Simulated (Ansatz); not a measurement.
Calculation for fcc Ag (110), 3 layers: DFT, PBE, PAW with Ansatz's default frozen-core files, scalar-relativistic (Ansatz 0.2.0). This run: core holes in 3d of Åg.

The slab is cut from a bulk crystal relaxed on PAW files (its atoms may have been relaxed since).

Command: `ansatz run input.yaml --threads 1 --pin off --max-ram 3584MiB --backend cpu --events-out ev --progress --plain --runs-dir out` It took 44 s on 1 thread of Intel(R) Xeon(R) 6975P-C (Granite Rapids), with other jobs on the host, peak memory 0.64 GiB.

```yaml
crystal:
  lattice:
    - [2.9333909037, 0.0, 0.0]
    - [0.0, 4.1484411997, 0.0]
    - [0.0, 0.0, 18.9334]
  atoms:
    - { symbol: Ag, position: [0.0, 0.0, 0.4252793935] }
    - { symbol: Ag, position: [0.5, 0.5, 0.5000000002] }
    - { symbol: Ag, position: [0.0, 0.0, 0.5747206063] }
kpoints:
  mp_grid: { grid: [14, 10, 1] }
scf:
  occupations: { method: fermi_dirac, width: 0.08 }
hamiltonian:
  xc: pbe
  pseudopotentials: { kind: paw }
output:
  forces: true
  stress: true
  eigenvalues: true
  core_levels:
    shells: { Ag: ["3d"] }
    counted_from: fermi_level
    add_spin: false
  write_density: true
  write_potential: true
  elf: true
  volumetric_format: npy
```

Output:

```
Engine: ansatz 0.2.0
Pseudopotentials: kind: paw
Pseudopotential: Ag, paw, valence charge 19, recommended cutoff 420 eV (normal), Ag.paw.azcp
Functional definition: PBE
  parameter kappa = 0.804
  parameter beta = 0.06672455060314922
  exchange = pbe_x(kappa = kappa, mu = beta*pi^2/3)
  correlation = pbe_c(beta = beta)
Crystal: 3 atoms, lattice volume = 230.401 Å³
Basis set: ecut = 420 eV, 4467 PW (Γ), exchange–correlation on 40×60×256 points (8 copies of the dense FFT grid, shifted against one another)
Bands: 35, of which v1, the nominal top of the filled ones, is band 29 counted from 1 (28 counted from 0)
Symmetry: 8 space group operations
Space group: Pmmm (ITA 47), of the structure as read, at distance tolerance 6.1e-5 Å
k-points: 48 of 140
Non-local potential: Ag, projectors of the file, l = 0: 3, l = 1: 2, l = 2: 2, l = 3: 1
PAW form: soft (Blöchl's): semilocal exchange-correlation on the pseudo side does not see the compensation charge
PAW one-centre angular grid: Ag, 590 points (default); XC on 64 Gauss nodes
Initial density: superposition of atomic densities (neutral atoms: chi_scale 0, normalization atom), corrected by the library's trained network
Initial wavefunctions: pseudopotential atomic-orbital guess
Functional: x = pbe(κ = 0.804, μ = 0.2195149727645171), c = pbe(β = 0.06672455060314922)
SCF iter   1: F=—  HF=-22770.305614 eV  |F-HF|=—  |Δ(HF+E_count)|=         —  Δρ=8.19e-4  dr2=1.53e-3  ethr=1.77e-3  ⟨swp⟩=8.0  Hψ=7583  notcnv=0  defer=1
preconditioner: auto → LDOS  [metal: Δε(μ)=0.092 eV  Ē_g=8.234 eV  σ=0.080 eV  W_gap=0.27  n_scr=32 (ndim 8)  ℏωp=14.1 eV  f_vac=0.686  D(μ)=0.94/eV (n_scr^D=4)  β→1.0]
SCF iter   2: F=—  HF=-22770.309979 eV  |F-HF|=—  |Δ(HF+E_count)|=   4.36e-3  Δρ=3.83e-4  dr2=3.19e-4  ethr=2.68e-6  ⟨swp⟩=3.0  Hψ=4396  notcnv=0  defer=37
SCF iter   3: F=—  HF=-22770.309992 eV  |F-HF|=—  |Δ(HF+E_count)|=   1.29e-5  Δρ=3.64e-4  dr2=2.39e-4  ethr=5.60e-7  ⟨swp⟩=2.0  Hψ=3086  notcnv=0  defer=37
SCF iter   4: F=—  HF=-22770.309933 eV  |F-HF|=—  |Δ(HF+E_count)|=   5.88e-5  Δρ=8.02e-5  dr2=1.28e-5  ethr=4.20e-7  ⟨swp⟩=2.0  Hψ=2354  notcnv=0  defer=37
SCF iter   5: F=—  HF=-22770.309862 eV  |F-HF|=—  |Δ(HF+E_count)|=   7.14e-5  Δρ=3.17e-5  dr2=1.90e-6  ethr=2.25e-8  ⟨swp⟩=2.2  Hψ=2581  notcnv=0  defer=35
SCF iter   6: F=—  HF=-22770.309861 eV  |F-HF|=—  |Δ(HF+E_count)|=   2.86e-7  Δρ=7.92e-6  dr2=1.73e-7  ethr=3.34e-9  ⟨swp⟩=2.1  Hψ=2480  notcnv=0  defer=35
SCF iter   7: F=-22770.309861 eV  HF=-22770.309861 eV  |F-HF|=2.90e-9  |Δ(HF+E_count)|=   3.77e-9  Δρ=1.43e-6  dr2=4.70e-9  ethr=1.75e-10  ⟨swp⟩=15.8  Hψ=12408  notcnv=0
SCF 1 converged in 7 iterations: F = -22770.309861 eV  dr2 = 4.70e-9
  greatest PAW one-centre occupation: 1.000 electrons in one spin orbital (limit 2), on the Ag atom at site 1 (counted from 0), in its partial waves of l = 0
── core hole 1/2: 3d of Ag 0 ──
── 3d of Ag 0: 367.693 eV over the cell without the hole, in 8 iterations ──
── core hole 2/2: 3d of Ag 1 ──
── 3d of Ag 1: 367.849 eV over the cell without the hole, in 8 iterations ──
SCF converged after 7 iterations
Free energy (F): -22770.309861 eV
Harris-Foulkes:  -22770.309861 eV  (|F-HF|=2.90e-9)
Internal energy: -22770.289876 eV  (E = F + TS)
E sigma→0 (E₀):  -22770.299869 eV
Entropy (-TS):   -0.019986 eV (-6.662 meV/atom)
Fermi energy:    0.528828 eV
--- Per-component energies (eV) ---
  E_band       = -1639.269951
  E_kinetic    = 1580.761038
  E_local      = -53714.753131  (includes V_loc(G=0)·N_el)
  E_nonlocal   = 242.172184
  E_hartree    = 26095.849714
  E_xc         = -551.376707
  E_vxc        = -700.059522  (∫ρ·V_xc dr)
  E_paw        = -11708.608196  (= ΣΔE_a)
  E_vpaw       = -1239.085788  (= ΣTr[D̂ρ^β])
  E_aug_tail   = 0.000966  (compensation charges beyond the density's cutoff)
  E_ewald      = 15285.664257
  E_smearing   = -0.019986  (= −TS)
  E_closure    = 0.000000  (closes the sum)
  Σ components = -22770.309861   (vs F -22770.309861, Δ=0.00e0)
--- Forces (eV/Å), atoms counted from 1 ---
  atom   1  Ag     0.00000000     0.00000000     0.00532959
  atom   2  Ag     0.00000000    -0.00000000     0.00000000
  atom   3  Ag     0.00000000    -0.00000000    -0.00532959
  max |Σ_I F_I| component: 8.67e-19 eV/Å
--- Stress (GPa, compression-positive) ---
       -1.306315      -0.000000       0.000000
       -0.000000      -0.961071      -0.000000
        0.000000      -0.000000      -0.010735
  P = ⅓ Tr σ = -0.7594 GPa (-7.594 kbar)
--- Band table (eV; the first three rows and the last of 48) ---
  k-point 0: bands = ["-91.2485", "-90.9799", "-90.9763", "-54.7516", "-54.7057", "-54.6990", "-54.4856", "-54.4597", "-54.4551", "-54.4538", "-54.4512", "-54.4290", "-5.6762", "-5.1418", "-4.5315", "-4.3510", "-4.0653", "-3.8244", "-3.7228", "-3.6413", "-3.5123", "-3.1613", "-3.0810", "-2.9382", "-2.8198", "-2.6894", "-2.5186", "-2.2264", "-1.1491", "1.7608", "3.9769", "4.2675", "4.7426", "6.0618", "6.0877"]
  k-point 1: bands = ["-91.2485", "-90.9800", "-90.9763", "-54.7514", "-54.7063", "-54.6988", "-54.4851", "-54.4591", "-54.4558", "-54.4539", "-54.4512", "-54.4291", "-5.6118", "-5.1196", "-4.4971", "-4.4484", "-4.0203", "-3.8373", "-3.7268", "-3.6329", "-3.4097", "-3.2288", "-3.0672", "-2.9497", "-2.7652", "-2.7028", "-2.5027", "-2.2461", "-1.0848", "1.8299", "3.2320", "4.3382", "4.8329", "6.0317", "6.1869"]
  k-point 2: bands = ["-91.2484", "-90.9800", "-90.9763", "-54.7509", "-54.7076", "-54.6983", "-54.4838", "-54.4580", "-54.4576", "-54.4544", "-54.4512", "-54.4294", "-5.4511", "-5.0471", "-4.6101", "-4.4048", "-3.9527", "-3.8322", "-3.7359", "-3.6284", "-3.3511", "-3.2099", "-3.0314", "-2.9744", "-2.7165", "-2.6882", "-2.4493", "-2.2985", "-0.8714", "1.7668", "2.1397", "4.4129", "5.0873", "5.2054", "6.4242"]
  k-point 47: bands = ["-91.2437", "-90.9755", "-90.9717", "-54.7744", "-54.7453", "-54.6983", "-54.5224", "-54.5187", "-54.4791", "-54.4542", "-54.4530", "-54.4247", "-4.9888", "-4.6143", "-4.3601", "-4.3095", "-4.0592", "-3.9417", "-3.7786", "-3.6168", "-3.3605", "-3.0472", "-2.8705", "-2.7659", "-2.3471", "-2.3063", "-2.2561", "1.7878", "2.1362", "4.2503", "4.9278", "5.0513", "5.3126", "6.9068", "7.4127"]
--- Core levels from the Fermi level (as output.core_levels.counted_from types it; a hole's nearest image at 2.9 Å) ---
  the holes have no spin, as output.core_levels.add_spin types it
  atom         alike  shell      binding/eV   shift/eV difference/eV images/eV   SCF
  Ag 0             2     3d         367.693     +0.000       367.693         –     8
  Ag 1             1     3d         367.849     +0.156       367.849         –     8
  the dataset of Ag with a 3d hole: scattering error 0.007 eV; free atom: scalar-relativistic, large and small components
  the two lines of Ag's 3d: 3d3/2 +3.608 eV and 3d5/2 -2.405 eV off its levels, 2 : 3 in strength
```

Next run (Cd in place of Åg in the outer layer), as changes to the input before:

```diff
   atoms:
-    - { symbol: Ag, position: [0.0, 0.0, 0.4252793935] }
+    - { symbol: Cd, position: [0.0, 0.0, 0.4252793935] }
   eigenvalues: true
-  core_levels:
-    shells: { Ag: ["3d"] }
-    counted_from: fermi_level
-    add_spin: false
-  write_density: true
-  write_potential: true
-  elf: true
-  volumetric_format: npy
+efield:
+  axis: 3
+  amplitude: 0
+  dipole_correction: true
```

Command: `ansatz run input.yaml --threads 1 --pin off --max-ram 3584MiB --backend cpu --events-out ev --progress --plain --runs-dir out` It took 14 s on 1 thread of Intel(R) Xeon(R) 6975P-C (Granite Rapids), on a shared host, peak memory 0.58 GiB.

Results part of the output:

```
SCF 1 converged in 7 iterations: F = -23434.573962 eV  dr2 = 7.22e-8
  greatest PAW one-centre occupation: 1.000 electrons in one spin orbital (limit 2), on the Ag atom at site 1 (counted from 0), in its partial waves of l = 0
SCF converged after 7 iterations
Free energy (F): -23434.573962 eV
Harris-Foulkes:  -23434.573962 eV  (|F-HF|=6.57e-8)
Internal energy: -23434.556122 eV  (E = F + TS)
E sigma→0 (E₀):  -23434.565042 eV
Entropy (-TS):   -0.017840 eV (-5.947 meV/atom)
Fermi energy:    0.997990 eV
Dipole field:    D = -0.006559 V/Å  (p = -0.008352 e·Å, saw-weighted, corrected)
Work function:   Φ+ = 3.9692 eV   Φ− = 3.8450 eV
Levels:          The Fermi level and band energies are counted from a zero that moves with the ramp; work functions are not
--- Per-component energies (eV) ---
  E_band       = -1748.632819
  E_kinetic    = 1559.539418
  E_local      = -55626.385542  (includes V_loc(G=0)·N_el)
  E_nonlocal   = 192.802264
  E_hartree    = 27089.420642
  E_xc         = -545.133316
  E_vxc        = -689.432238  (∫ρ·V_xc dr)
  E_paw        = -11887.475976  (= ΣΔE_a)
  E_vpaw       = -1363.975822  (= ΣTr[D̂ρ^β])
  E_aug_tail   = 0.000656  (compensation charges beyond the density's cutoff)
  E_efield     = 0.000027  (sawtooth field / dipole correction)
  E_vefield    = -0.009225  (∫n·V_field dr)
  E_ewald      = 15782.675707
  E_smearing   = -0.017840  (= −TS)
  E_closure    = 0.000000  (closes the sum)
  Σ components = -23434.573962   (vs F -23434.573962, Δ=0.00e0)
--- Forces (eV/Å), atoms counted from 1 ---
  atom   1  Cd     0.00000000    -0.00000000    -0.38899809
  atom   2  Ag     0.00000000     0.00000000     0.20628875
  atom   3  Ag     0.00000000     0.00000000     0.18271363
  max |Σ_I F_I| component: 4.29e-6 eV/Å
--- Stress (GPa, compression-positive) ---
       -0.081638      -0.000000       0.000000
       -0.000000      -0.020117       0.000000
        0.000000       0.000000       0.562184
  P = ⅓ Tr σ = 0.1535 GPa (1.535 kbar)
--- Band table (eV; the first three rows and the last of 48) ---
  k-point 0: bands = ["-101.7659", "-91.1362", "-90.6977", "-62.8352", "-62.8102", "-62.7915", "-54.6449", "-54.5851", "-54.5806", "-54.2124", "-54.1668", "-54.1473", "-8.3958", "-7.8418", "-7.7328", "-7.3629", "-7.3576", "-6.1774", "-4.7016", "-4.0158", "-3.8878", "-3.6948", "-3.3181", "-3.0518", "-3.0101", "-2.9419", "-2.5182", "-2.1850", "-1.7257", "1.4812", "3.4091", "4.1353", "4.8003", "5.9912", "6.0600"]
  k-point 1: bands = ["-101.7659", "-91.1362", "-90.6977", "-62.8352", "-62.8102", "-62.7915", "-54.6449", "-54.5852", "-54.5805", "-54.2123", "-54.1669", "-54.1474", "-8.3938", "-7.8302", "-7.7495", "-7.3681", "-7.3552", "-6.0772", "-4.6894", "-4.1333", "-3.7522", "-3.6958", "-3.3273", "-3.1298", "-3.0179", "-2.8546", "-2.5009", "-2.1885", "-1.6595", "1.5321", "2.6540", "4.2079", "4.8890", "5.8944", "6.1774"]
  k-point 2: bands = ["-101.7659", "-91.1362", "-90.6977", "-62.8352", "-62.8102", "-62.7915", "-54.6449", "-54.5856", "-54.5804", "-54.2118", "-54.1672", "-54.1475", "-8.3887", "-7.8032", "-7.7853", "-7.3752", "-7.3555", "-5.7969", "-4.6509", "-4.2699", "-3.6988", "-3.5639", "-3.3437", "-3.2354", "-3.0476", "-2.7476", "-2.4534", "-2.1981", "-1.4263", "1.1814", "1.8232", "4.2209", "4.8898", "5.1885", "6.4137"]
  k-point 47: bands = ["-101.7633", "-91.1316", "-90.6932", "-62.8349", "-62.8318", "-62.8069", "-54.6534", "-54.6387", "-54.5785", "-54.2169", "-54.2069", "-54.1622", "-8.0825", "-8.0160", "-7.6797", "-7.6147", "-7.1869", "-4.6955", "-4.1399", "-4.0343", "-3.9652", "-3.3245", "-3.2703", "-3.0085", "-2.9362", "-2.3558", "-2.0709", "1.0620", "1.8040", "2.7484", "4.4575", "4.5319", "4.9413", "6.5571", "6.9009"]
```

Next run (Cd in place of Åg in the middle layer), as changes to the input before:

```diff
   atoms:
-    - { symbol: Cd, position: [0.0, 0.0, 0.4252793935] }
-    - { symbol: Ag, position: [0.5, 0.5, 0.5000000002] }
+    - { symbol: Ag, position: [0.0, 0.0, 0.4252793935] }
+    - { symbol: Cd, position: [0.5, 0.5, 0.5000000002] }
```

Command: `ansatz run input.yaml --threads 1 --pin off --max-ram 3584MiB --backend cpu --events-out ev --progress --plain --runs-dir out` It took 17 s on 1 thread of Intel(R) Xeon(R) 6975P-C (Granite Rapids), with other jobs on the host, peak memory 0.59 GiB.

Results part of the output:

```
the search or the solves at the SCF's close seem to have found levels that the self-consistency loop had missed (the run counts 1). By its estimate they hold under 1e-12 electrons; where the run keeps them, the occupations were computed again with them
SCF 1 converged in 7 iterations: F = -23434.419347 eV  dr2 = 1.68e-8
  greatest PAW one-centre occupation: 1.000 electrons in one spin orbital (limit 2), on the Ag atom at site 2 (counted from 0), in its partial waves of l = 0
SCF converged after 7 iterations
Free energy (F): -23434.419347 eV
Harris-Foulkes:  -23434.419347 eV  (|F-HF|=1.25e-8)
Internal energy: -23434.396890 eV  (E = F + TS)
E sigma→0 (E₀):  -23434.408119 eV
Entropy (-TS):   -0.022457 eV (-7.486 meV/atom)
Fermi energy:    0.793167 eV
Dipole field:    D = 0.000000 V/Å  (p = 0.000000 e·Å, saw-weighted, corrected)
Work function:   Φ+ = 4.1822 eV   Φ− = 4.1822 eV
Levels:          The Fermi level and band energies are counted from a zero that moves with the ramp; work functions are not
--- Per-component energies (eV) ---
  E_band       = -1759.820397
  E_kinetic    = 1559.849129
  E_local      = -55874.457720  (includes V_loc(G=0)·N_el)
  E_nonlocal   = 193.252460
  E_hartree    = 27207.636082
  E_xc         = -545.150854
  E_vxc        = -689.457037  (∫ρ·V_xc dr)
  E_paw        = -11887.711643  (= ΣΔE_a)
  E_vpaw       = -1364.268920  (= ΣTr[D̂ρ^β])
  E_aug_tail   = 0.000652  (compensation charges beyond the density's cutoff)
  E_efield     = 0.000000  (sawtooth field / dipole correction)
  E_vefield    = 0.000000  (∫n·V_field dr)
  E_ewald      = 15912.185006
  E_smearing   = -0.022457  (= −TS)
  E_closure    = 0.000000  (closes the sum)
  Σ components = -23434.419347   (vs F -23434.419347, Δ=0.00e0)
--- Forces (eV/Å), atoms counted from 1 ---
  atom   1  Ag     0.00000000    -0.00000000    -0.27021358
  atom   2  Cd     0.00000000     0.00000000     0.00000061
  atom   3  Ag     0.00000000     0.00000000     0.27021324
  max |Σ_I F_I| component: 2.63e-7 eV/Å
--- Stress (GPa, compression-positive) ---
        0.087250      -0.000000       0.000000
       -0.000000       0.112857       0.000000
        0.000000       0.000000       0.531386
  P = ⅓ Tr σ = 0.2438 GPa (2.438 kbar)
--- Band table (eV; the first three rows and the last of 48) ---
  k-point 0: bands = ["-102.0317", "-91.0663", "-91.0624", "-63.0813", "-63.0777", "-63.0666", "-54.5653", "-54.5631", "-54.5606", "-54.5273", "-54.5229", "-54.5074", "-8.7201", "-8.1533", "-8.0230", "-7.7155", "-7.6034", "-6.2905", "-4.4416", "-4.4031", "-4.0357", "-3.9293", "-3.7572", "-3.1647", "-3.0606", "-2.9191", "-2.8688", "-2.6778", "-1.3032", "1.4334", "3.1281", "4.2128", "4.8652", "6.0114", "6.0392"]
  k-point 1: bands = ["-102.0317", "-91.0663", "-91.0624", "-63.0813", "-63.0777", "-63.0666", "-54.5654", "-54.5631", "-54.5606", "-54.5273", "-54.5229", "-54.5074", "-8.7171", "-8.1302", "-8.0391", "-7.7164", "-7.6066", "-6.2172", "-4.4213", "-4.4123", "-4.0826", "-3.8850", "-3.6882", "-3.1589", "-3.0756", "-2.9143", "-2.8813", "-2.6784", "-1.2573", "1.5012", "2.3499", "4.2530", "4.9633", "5.8154", "6.2468"]
  k-point 2: bands = ["-102.0317", "-91.0663", "-91.0624", "-63.0813", "-63.0777", "-63.0666", "-54.5657", "-54.5630", "-54.5607", "-54.5273", "-54.5229", "-54.5074", "-8.7097", "-8.0795", "-8.0696", "-7.7189", "-7.6150", "-6.0046", "-4.4450", "-4.3765", "-4.1648", "-3.7879", "-3.4968", "-3.1427", "-3.1131", "-2.9150", "-2.9014", "-2.6804", "-1.1043", "0.8733", "1.8477", "4.0111", "5.0296", "5.2247", "6.5193"]
  k-point 47: bands = ["-102.0291", "-91.0617", "-91.0578", "-63.1214", "-63.0779", "-63.0631", "-54.5990", "-54.5940", "-54.5598", "-54.5567", "-54.5551", "-54.5017", "-8.5357", "-8.2766", "-7.9661", "-7.7728", "-7.4678", "-4.5336", "-4.3891", "-4.1059", "-4.0384", "-3.8319", "-3.4270", "-3.0131", "-2.9804", "-2.7037", "-2.3093", "1.0080", "1.3135", "3.0232", "3.4030", "4.6031", "5.2704", "6.1477", "6.6463"]
```
